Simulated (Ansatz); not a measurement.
KZnF3:
Space group Pm-3m (No. 221); a = 3.9733 Å, b = 3.9733 Å, c = 3.9733 Å, α = 90.00°, β = 90.00°, γ = 90.00°

```json
[
 {"atom": "K", "site": "1a", "symmetry": "m-3m", "x": "0.0000", "y": "0.0000", "z": "0.0000"},
 {"atom": "Zn", "site": "1b", "symmetry": "m-3m", "x": "0.5000", "y": "0.5000", "z": "0.5000"},
 {"atom": "F", "site": "3c", "symmetry": "4/mm.m", "x": "0.0000", "y": "0.5000", "z": "0.5000"}
]
```

Relaxed with LDA.

Give the optical modes at the zone centre with their infrared and Raman activity from DFPT, DFT-LDA in the program Ansatz with PAW potentials.

Transverse frequencies, without the LO–TO term; a row sums one degenerate level.

```csv
ω (cm⁻¹),degeneracy,IR ((D/Å)²/amu),Raman (Å⁴/amu),activity,symmetry
128,3,4.14,0,IR,T1u
145,3,0.00,0,silent,T2u
180,3,9.87,0,IR,T1u
457,3,10.53,0,IR,T1u
```

How high does the top mode go among those that the LO–TO term moves?

524 cm⁻¹ for q along x.

The cell was relaxed with LDA under the symmetry of its start; phonons on a q-mesh show no instability.

Potentials: the later of the program's two PAW sets.
